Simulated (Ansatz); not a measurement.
## Relaxation of Hf9Si7O32

Computed with DFT PBE, scalar-relativistic, plane waves, PAW in Ansatz 0.2.0. Settings: 420 eV cutoff, 2×2×2 k-mesh, shifted by half a step, Gaussian smearing of 0.01 eV, collinear spin.

What was changed: Hf on a Si site (Wyckoff letter b), charge -1, atoms relaxed at the host's cell.

Spin-orbit coupling is left out, which matters for the bands and energies of heavy elements.

In a supercell of 48 atoms the defect feels its periodic images, and the cell reads as a metal on the mesh, so a level in the gap can't be told from a carrier in the bands.

Command:

```bash
ansatz run input.yaml --threads 4 --pin off --max-ram 10240MiB --backend cpu --events-out ev --progress --plain --runs-dir out
```

Input:

```yaml
crystal:
  lattice:
    - [0.0, -6.6454903868, -6.014447509]
    - [6.6454903868, 0.0, 6.014447509]
    - [-6.6454903868, 0.0, 6.014447509]
  atoms:
    - { symbol: Hf, position: [0.0, 0.125, 0.625] }
    - { symbol: Hf, position: [0.5, 0.882868832, 0.882868832] }
    - { symbol: Hf, position: [0.0, 0.625, 0.125] }
    - { symbol: Hf, position: [0.5, 0.367131168, 0.367131168] }
    - { symbol: Hf, position: [-0.0057475033, 0.5048657857, 0.5048657857] }
    - { symbol: Hf, position: [0.5, 0.239386711, 0.7451342143] }
    - { symbol: Hf, position: [0.0057475033, 0.010613289, 0.010613289] }
    - { symbol: Hf, position: [0.5, 0.7451342143, 0.239386711] }
    - { symbol: Hf, position: [0.5, 0.625, 0.625], spin: 0.2 }
    - { symbol: Si, position: [0.0, 0.375, 0.875] }
    - { symbol: Si, position: [0.5, 0.125, 0.125] }
    - { symbol: Si, position: [0.0, 0.875, 0.375] }
    - { symbol: Si, position: [0.0057238379, 0.2580617258, 0.2580617258] }
    - { symbol: Si, position: [0.5, -0.0080617258, 0.4976621121] }
    - { symbol: Si, position: [-0.0057238379, 0.7523378879, 0.7523378879] }
    - { symbol: Si, position: [0.5, 0.4976621121, -0.0080617258] }
    - { symbol: O, position: [0.1877231636, 0.2558761946, 0.2558761946] }
    - { symbol: O, position: [0.6846490446, -0.0077960944, 0.5038176938] }
    - { symbol: O, position: [0.1817377193, 0.7608087772, 0.7608087772] }
    - { symbol: O, position: [0.6846490446, 0.5038176938, -0.0077960944] }
    - { symbol: O, position: [0.5, 0.615209871, 0.412409975], spin: 0.2 }
    - { symbol: O, position: [-0.0094400567, 0.372464455, 0.6887803738] }
    - { symbol: O, position: [0.5, 0.1286065417, 0.9439117876] }
    - { symbol: O, position: [1.0094400567, 0.8819045117, 0.1982204305] }
    - { symbol: O, position: [0.3153509554, 0.3191686491, 0.8075548609] }
    - { symbol: O, position: [0.8182622807, 0.0790710578, 0.0790710578] }
    - { symbol: O, position: [0.3153509554, 0.8075548609, 0.3191686491] }
    - { symbol: O, position: [0.8122768364, 0.568153031, 0.568153031] }
    - { symbol: O, position: [0.5, 0.412409975, 0.615209871], spin: 0.2 }
    - { symbol: O, position: [0.0094400567, 0.1982204305, 0.8819045117] }
    - { symbol: O, position: [0.5, 0.9439117876, 0.1286065417] }
    - { symbol: O, position: [-0.0094400567, 0.6887803738, 0.372464455] }
    - { symbol: O, position: [0.297200104, 0.634790129, 0.634790129], spin: 0.2 }
    - { symbol: O, position: [0.8163159188, 0.3680954883, 0.877535545] }
    - { symbol: O, position: [0.3153052459, 0.1213934583, 0.1213934583] }
    - { symbol: O, position: [0.8163159188, 0.877535545, 0.3680954883] }
    - { symbol: O, position: [0.5, 0.681846969, 0.9941238054] }
    - { symbol: O, position: [0.0116137882, 0.4424451391, 0.2577960944] }
    - { symbol: O, position: [0.5, 0.1709289422, 0.4891912228] }
    - { symbol: O, position: [-0.0116137882, 0.9308313509, 0.7461823062] }
    - { symbol: O, position: [0.702799896, 0.837590025, 0.837590025], spin: 0.2 }
    - { symbol: O, position: [0.1836840812, 0.5612196262, 0.0517795695] }
    - { symbol: O, position: [0.6846947541, 0.3060882124, 0.3060882124] }
    - { symbol: O, position: [0.1836840812, 0.0517795695, 0.5612196262] }
    - { symbol: O, position: [0.0116137882, 0.2577960944, 0.4424451391] }
    - { symbol: O, position: [0.5, 0.9941238054, 0.681846969] }
    - { symbol: O, position: [-0.0116137882, 0.7461823062, 0.9308313509] }
    - { symbol: O, position: [0.5, 0.4891912228, 0.1709289422] }
  host:
    lattice:
      - [-3.3227451934, 3.3227451934, 3.0072237545]
      - [3.3227451934, -3.3227451934, 3.0072237545]
      - [3.3227451934, 3.3227451934, -3.0072237545]
    atoms:
      - { symbol: Hf, position: [0.75, 0.25, 0.5] }
      - { symbol: Hf, position: [0.0, 0.0, 0.0] }
      - { symbol: Si, position: [0.25, 0.75, 0.5] }
      - { symbol: Si, position: [0.5, 0.5, 0.0] }
      - { symbol: O, position: [0.1347369474, 0.3189317713, 0.8158051761] }
      - { symbol: O, position: [0.0689317713, 0.7531265952, 0.6841948239] }
      - { symbol: O, position: [0.5031265952, 0.3189317713, 0.1841948239] }
      - { symbol: O, position: [0.0689317713, 0.3847369474, 0.3158051761] }
      - { symbol: O, position: [0.6152630526, 0.9310682287, 0.6841948239] }
      - { symbol: O, position: [0.6810682287, 0.8652630526, 0.1841948239] }
      - { symbol: O, position: [0.2468734048, 0.9310682287, 0.3158051761] }
      - { symbol: O, position: [0.6810682287, 0.4968734048, 0.8158051761] }
total_charge: -1
basis:
  ecutwfc: 420
  xc_grid: 2
kpoints:
  mp_grid: { grid: [2, 2, 2], shift: [0.5, 0.5, 0.5] }
hamiltonian:
  xc: pbe
scf:
  occupations: { method: gaussian, width: 0.01 }
output:
  forces: true
  stress: false
  eigenvalues: true
  populations: true
  charged_corrections:
    defect_position: [0.5, 0.625, 0.625]
    epsilon: [[12.6905, 0.0, 0.0], [0.0, 12.6905, 0.0], [0.0, 0.0, 12.4803]]
  write_density: true
  write_potential: true
  elf: true
  volumetric_format: npy
magnetization:
  spin_polarized: true
relax:
  adjacent_minimum: "off"
  f_tol: 0.025
  max_steps: 45
```

F is the free energy.

At step 8 the energy rises: a step can overshoot before the optimiser corrects it.

Steps:

| step | F − F(1) (eV) | largest force component (eV/Å) |
| --- | --- | --- |
| 1 | 0.0000 | 0.330 |
| 2 | -0.0367 | 0.200 |
| 3 | -0.0528 | 0.075 |
| 4 | -0.0548 | 0.056 |
| 5 | -0.0561 | 0.045 |
| 6 | -0.0498 | 0.218 |
| 7 | -0.0591 | 0.086 |
| 8 | 0.3858 | 1.395 |
| 9 | -0.0612 | 0.093 |
| 10 | -0.0608 | 0.079 |
| 11 | -0.0625 | 0.009 |

Relaxed structure:

```
CELL_PARAMETERS angstrom
0.00000 -6.64549 -6.01445
6.64549 0.00000 6.01445
-6.64549 0.00000 6.01445
ATOMIC_POSITIONS crystal
Hf 0.00000 0.12500 0.62500
Hf 0.50000 0.88440 0.88440
Hf 0.00000 0.62500 0.12500
Hf 0.50000 0.36560 0.36560
Hf 0.99865 0.50728 0.50728
Hf 0.50000 0.24137 0.74272
Hf 0.00135 0.00863 0.00863
Hf 0.50000 0.74272 0.24137
Hf 0.50000 0.62500 0.62500
Si 0.00000 0.37500 0.87500
Si 0.50000 0.12500 0.12500
Si 0.00000 0.87500 0.37500
Si 0.01162 0.26192 0.26192
Si 0.50000 0.98808 0.49970
Si 0.98838 0.75030 0.75030
Si 0.50000 0.49970 0.98808
O 0.18683 0.25256 0.25256
O 0.68457 0.98901 0.50543
O 0.17962 0.76316 0.76316
O 0.68457 0.50543 0.98901
O 0.50000 0.60749 0.40888
O 0.99124 0.37330 0.68949
O 0.50000 0.13056 0.94431
O 0.00876 0.88206 0.19825
O 0.31543 0.32087 0.80444
O 0.82038 0.08354 0.08354
O 0.31543 0.80444 0.32087
O 0.81317 0.56573 0.56573
O 0.50000 0.40888 0.60749
O 0.00876 0.19825 0.88206
O 0.50000 0.94431 0.13056
O 0.99124 0.68949 0.37330
O 0.30139 0.64251 0.64251
O 0.81620 0.36794 0.87670
O 0.31375 0.11944 0.11944
O 0.81620 0.87670 0.36794
O 0.50000 0.68427 0.99744
O 0.01642 0.44556 0.26099
O 0.50000 0.16646 0.48684
O 0.98358 0.92913 0.74457
O 0.69861 0.84112 0.84112
O 0.18380 0.56051 0.05175
O 0.68625 0.30569 0.30569
O 0.18380 0.05175 0.56051
O 0.01642 0.26099 0.44556
O 0.50000 0.99744 0.68427
O 0.98358 0.74457 0.92913
O 0.50000 0.48684 0.16646
```

The run converged. The run took 12 min on 4 threads of Intel(R) Xeon(R) Platinum 8488C (Sapphire Rapids) (shared host), peak memory 3.2 GiB.

The relaxation kept the symmetry at the defect while a level is partly filled, so a distortion that splits the level (Jahn–Teller) was held off and may lie lower. The cell is also small for a charged defect.